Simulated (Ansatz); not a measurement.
Ba$_{2}$TaBiO$_{6}$:
Space group R-3, hexagonal axes (No. 148); a = b = 6.0722 Å, c = 14.5892 Å, α = β = 90.00°, γ = 120.00°

```
atom  site  symmetry       x       y       z
----  ----  --------  ------  ------  ------
Ba      6c        3.  0.0000  0.0000  0.2517
Ta      3b       -3.  0.0000  0.0000  0.5000
Bi      3a       -3.  0.0000  0.0000  0.0000
O      18f         1  0.1217  0.3643  0.0882
```
(The calculation used a cell of 10 atoms; values per cell refer to that cell.)

Relaxed with PBEsol. PBEsol (plane waves, PAW; program Ansatz) gives a gap of 2.46 eV.

Question: What gap does HSE06 give on the same cell (Ansatz, PAW)?

Answer: 3.56 eV, 1.10 eV more. The hybrid was solved on a coarser mesh and at special points; the gap given is the minimum over both.

```csv
k,v1 PBEsol,c1 PBEsol,v1 HSE06,c1 HSE06
Γ,-0.86,3.03,[?],[?]
T,0.00,2.65,[?],[?]
L,-0.03,2.46,-0.03,3.56
F,-1.06,3.19,[?],[?]
S0,-0.92,3.12,[?],[?]
H0,-0.81,3.27,-0.92,4.46
```

Question: Top valence (v1) and lowest conduction level (c1) in eV from each method's valence maximum (which need not be a listed point): supply the withheld HSE06 values.

Answer: 
- T, v1 HSE06: 0.00
- T, c1 HSE06: 3.79
- S0, v1 HSE06: -1.04
- S0, c1 HSE06: 4.32
- Γ, v1 HSE06: -1.00
- Γ, c1 HSE06: 4.14
- F, v1 HSE06: -1.33
- F, c1 HSE06: 4.43

Cost on shared cores: the PBEsol run (SCF on a 6×6×6 mesh, then bands and DOS) around 4 core-minutes (rough), the HSE06 run (SCF on 4×4×4, then a few points) roughly 10 core-minutes; the tasks are unlike.

The workflow started from a Materials Project entry (that database holds measured and hypothetical structures alike); the Crystallography Open Database copy checked does not list it. Its standing as an ambient phase is unchecked. Symmetry was held in the PBEsol relaxation; its stability against distortions is not shown here. The run is not spin-polarised. Scalar-relativistic: spin–orbit coupling is off unless named, which matters more the heavier the elements.

Potentials: the later of the program's two PAW sets.
